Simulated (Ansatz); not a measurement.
A run on bcc Li (111), 6 layers: DFT, PBEsol, PAW with Ansatz's default frozen-core files, scalar-relativistic (Ansatz 0.2.0).

Command: `ansatz run input.yaml --threads 2 --pin off --max-ram 4096MiB --backend cpu --events-out ev --progress --plain --runs-dir out`

```yaml
crystal:
  lattice:
    - [4.8503675482, 0.0, 0.0]
    - [-2.4251837741, 4.2005415145, 0.0]
    - [0.0, 0.0, 24.9504]
  atoms:
    - { symbol: Li, position: [0.1666666667, 0.3333333333, 0.4012928846] }
    - { symbol: Li, position: [0.5, 1.0, 0.4446369065] }
    - { symbol: Li, position: [0.8333333333, 0.6666666667, 0.4789469193] }
    - { symbol: Li, position: [0.1666666667, 0.3333333333, 0.5210530917] }
    - { symbol: Li, position: [0.5, 1.0, 0.5553630948] }
    - { symbol: Li, position: [0.8333333333, 0.6666666667, 0.5987071029] }
kpoints:
  mp_grid: { grid: [8, 8, 1] }
scf:
  occupations: { method: fermi_dirac, width: 0.08 }
hamiltonian:
  xc: pbesol
  pseudopotentials: { kind: paw }
output:
  forces: true
  stress: true
  eigenvalues: true
  core_levels:
    shells: { Li: ["1s"] }
    counted_from: fermi_level
    add_spin: false
```

Problem. How does the run end?

Solution. It is refused before any iteration. The log ends:
```
Error: pseudopotential record <dir> output.core_levels.shells: no 1s core hole can be made of this Li record: its frozen core holds no 1s shell, nor is that a full one between the 1s and the outermost: it holds none.
Fix: name a PAW record that freezes 1s for Li under hamiltonian.pseudopotentials.azcp (`Li: <path>`).
```
